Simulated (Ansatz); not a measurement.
Input and command of a plane-wave DFT calculation in Ansatz:

```yaml
crystal:
  lattice:
    - [1.8943977868, 1.0937310721, 8.7814946857]
    - [-1.8943977868, 1.0937310721, 8.7814946857]
    - [0.0, -2.1874621443, 8.7814946857]
  atoms:
    - { symbol: Pb, position: [0.0, 0.0, 0.0] }
    - { symbol: Pb, position: [0.2095, 0.2095, 0.2095] }
    - { symbol: Pb, position: [0.7905, 0.7905, 0.7905] }
    - { symbol: O, position: [0.4, 0.4, 0.4] }
    - { symbol: O, position: [0.6, 0.6, 0.6] }
basis:
  ecutwfc: 420
kpoints:
  mp_grid: { grid: [6, 6, 6] }
hamiltonian:
  xc: pbe
scf:
  occupations: { method: gaussian, width: 0.1 }
  lower_state_search: "off"
output:
  forces: true
  stress: true
  eigenvalues: true
relax:
  adjacent_minimum: "off"
  f_tol: 0.04
  max_steps: 70
  cell: { stress_tol: 0.4 }
```

```bash
ansatz run input.yaml --threads 1 --pin off --max-ram 2560MiB --backend cpu --events-out ev --progress --plain --runs-dir out
```

Processor: Intel(R) Xeon(R) Platinum 8488C (Sapphire Rapids), 1 thread, on a host shared with other jobs.

Question: Estimate time, memory and problem size.

Answer: About 75 s on 1 thread of Intel(R) Xeon(R) Platinum 8488C (Sapphire Rapids) (shared host), peak memory 0.46 GiB. It solves 33 bands at 32 k points (the mesh reduced by the symmetry that the task leaves, which can be less than the crystal's) with about 2031 plane waves (on the last cell), in 75 SCF iterations over 12 ionic steps.
